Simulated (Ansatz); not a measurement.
# BiTe (zincblende start) from one functional to the next

The compound was started in one structure type and brought to zero pressure at each level (plane-wave PAW code Ansatz, Gaussian smearing of 0.05 eV, scalar-relativistic unless SOC, spin–orbit coupling, is named).

The start came from a table of structure types; no claim is made that the compound takes it.

The cell at PBEsol (neighbours within 15 % of each site's shortest distance, so a longer bond may be listed from one end only): The structure is cubic, space group F-43m (No. 216). Conventional cell: a = 7.121 Å, b = 7.121 Å, c = 7.121 Å, α = 90.00°, β = 90.00°, γ = 90.00°. Around Bi (site symmetry -43m) lie 4 Te at 3.08 Å. Te (site symmetry -43m) has 4 Bi at 3.08 Å as nearest neighbours.

| level | cutoff (eV) | k-mesh | final group | a (Å) | V (Å³/atom) | gap (eV) | B0 (GPa) | E_f (eV/atom) |
| --- | --- | --- | --- | --- | --- | --- | --- | --- |
| PBEsol | 420 | 8×8×8 | F-43m | 7.121 | 45.14 | metal | 31 | 0.27 |
| PBE | 420 | 8×8×8 | F-43m | 7.248 | 47.59 | metal | 27 | 0.18 |

Estimate the row for r²SCAN (500 eV, 8×8×8 mesh).

final group F-43m, a (Å) 7.194, V (Å³/atom) 46.53, gap (eV) metal, B0 (GPa) 30, E_f (eV/atom) 0.25 (*).

Volumes against PBE: PBEsol −5.1 %, r²SCAN −2.2 %. PBEsol < PBE is the usual order of volumes: a stronger gradient correction lowers the energy of inhomogeneous, expanded densities and so lengthens the bonds (here 1.8 % in length from PBEsol to PBE, a third of the change in volume). Of these two, the larger cell is the softer: stretching the PBEsol crystal to the PBE volume along its own (Murnaghan) curve would take its modulus to B0 (V0/V)^B0′ = 31 × (45.14/47.59)^5.0 = 24 GPa, against 27 GPa found, so volume alone would soften it more than is found. The formation energy spans 0.09 eV/atom over the functionals (PBE lowest, PBEsol highest); the spread holds the functional's effect on the elements as well as on the compound.

* A small displacement or strain of this cell lowered its energy, so it isn't a true minimum. Spin–orbit coupling is left out, which matters for the heaviest elements here. The PAW datasets were made for PBE. E_f is the formation energy from the elements run alike, at 0 K, without zero-point energy or dispersion between the molecules, chains or layers of the solid elements; it is good to about 0.01 eV/atom as a calculation.

All runs used the PAW datasets of the set soft_2.
